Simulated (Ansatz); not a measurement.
**Cs$_{2}$LiYCl$_{6}$: pressure and gap against volume**

A database entry relaxed whole under r2SCAN (Fm-3m):

```xyz
10
Lattice="0.0000 5.2459 5.2459 5.2459 0.0000 5.2459 5.2459 5.2459 0.0000" Properties=species:S:1:pos:R:3 pbc="T T T"
Cs    2.6230    2.6230    2.6230
Cs    7.8689    7.8689    7.8689
Li    5.2459    5.2459    5.2459
Y     0.0000    0.0000    0.0000
Cl    2.6342    5.2459    5.2459
Cl    5.2459    2.6342    5.2459
Cl    7.8577    5.2459    5.2459
Cl    5.2459    7.8577    5.2459
Cl    5.2459    5.2459    2.6342
Cl    5.2459    5.2459    7.8577
```

The cell was scaled uniformly, its shape held, and the atoms relaxed at each volume with plane-wave PAW DFT (Ansatz 0.2.0; r2SCAN, 500 eV, 6×6×6 Γ-centred mesh, fermi-dirac occupations of width 0.020 eV; no spin, no spin-orbit coupling). One row is withheld.

| volume (Å³/atom) | energy over the lowest (meV/atom) | pressure (GPa) | gap over mesh and path (eV) |
| --- | --- | --- | --- |
| 27.141 | 8.7 | 1.71 | 5.425 |
| 27.718 | 3.7 | 1.08 | 5.441 |
| 28.296 | 0.9 | 0.50 | 5.452 |
| 28.873 | 0.0 | 0.00 | 5.462 |
| 29.451 | ? | ? | ? |
| 30.028 | 3.0 | -0.80 | 5.486 |
| 30.606 | 6.5 | -1.13 | 5.497 |

**Question.** Fit the pressures of the other rows to the third-order Birch-Murnaghan form.

**Answer.** With f = [(V₀/V)^(2/3) − 1]/2 and P = 3B₀f(1 + 2f)^(5/2)[1 + 3(B₀′ − 4)f/2], least squares gives V₀ = 28.88 Å³ an atom, B₀ = 23.1 GPa and B₀′ = 5.8; the rows miss the fit by less than 0.01 GPa. The slope of the energies differs from these pressures by less than 0.05 GPa.

**Question.** How does the gap move with volume?

**Answer.** A parabola in ln(V/V₀) through the other rows has the slope dE_g/d ln V = +0.6 eV at V₀, so by B₀ the gap moves by -25 meV a GPa: it narrows under pressure.

**Question.** What does the withheld row hold?

**Answer.** The fit gives -0.42 GPa at 29.451 Å³; the run gave -0.43 GPa and 0.8 meV an atom. Its gap is 5.474 eV, against 5.475 eV from the parabola.

Caveats: the shape of the cell was held; 0 K, fixed nuclei; the symmetry was kept, and this need not be the phase that is stable at 0 K; one mesh for all volumes; r2SCAN gaps lie as a rule under measured ones; the slope of the gap can be off by tens of per cent, more where shallow d levels or spin-orbit coupling act on the edges; pressure is positive in compression.
